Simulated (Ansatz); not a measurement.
Al in space group P-3m1 (No. 164; Pearson symbol hP11) under volume change, the program Ansatz at the r²SCAN level (PAW), shape and atoms relaxed at each volume.

| V (Å³/atom) | E − E(relaxed) (meV/atom) | P (GPa) |
|---|---|---|
| 14.503 | 43.9 | 10.66 |
| 14.981 | 18.4 | 6.53 |
| 15.459 | 4.4 | 3.00 |
| 15.937 | 0.0 | 0.00 |
| 16.415 | 3.9 | -2.54 |
| 16.893 | 14.8 | -4.69 |
| 17.371 | 31.6 | -6.51 |

Problem. What does a third-order Birch–Murnaghan fit give for V₀, B₀ and B′?

Solution. V₀ = 15.94 Å³/atom, B₀ = 91.6 GPa, B′ = 4.4.

The start of the workflow was typed in or built on a structure type; neither database checked (COD, Materials Project) lists it. It is not the phase usual at ambient conditions (space group No. 225). Symmetry was held in the r²SCAN relaxation; whether a distortion lowers the energy is not shown.

Potentials: the earlier of the program's two PAW sets.
